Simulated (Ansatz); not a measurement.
Input:

AlPt:
```
CELL_PARAMETERS angstrom
      4.86849     0.00000     0.00000
      0.00000     4.86849     0.00000
      0.00000     0.00000     4.86849
ATOMIC_POSITIONS crystal
  Al 0.84417 0.84417 0.84417
  Al 0.65583 0.15583 0.34417
  Al 0.34417 0.65583 0.15583
  Al 0.15583 0.34417 0.65583
  Pt 0.15398 0.15398 0.15398
  Pt 0.34602 0.84602 0.65398
  Pt 0.65398 0.34602 0.84602
  Pt 0.84602 0.65398 0.34602
```

This is the PBEsol-relaxed structure.

Q: All from PBEsol in the plane-wave PAW code Ansatz, unless another level is named. Predict the bulk modulus (Birch–Murnaghan fit).

A: 202 GPa.

Q: Predict the elastic constants (relaxed ions, GPa).

A: C11 = 316, C12 = 145, C44 = 76.9.

Space group P2_13. The first step of the workflow began from a Materials Project structure, measured or hypothetical; the Crystallography Open Database copy checked does not list it. With Al and Pt taken as one species the cell has the higher symmetry Pa-3, so it may be an ordered model of a mixed-site phase. Its standing as an ambient phase is unchecked. Symmetry was held in the PBEsol relaxation; its stability against distortions is not shown here. No spin polarisation was allowed. As this level gives no gap, shear constants depend on the k-mesh and smearing (Fermi–Dirac, 0.1 eV here). Spin–orbit coupling is left out wherever it is not named.

Potentials: the later of the program's two PAW sets.
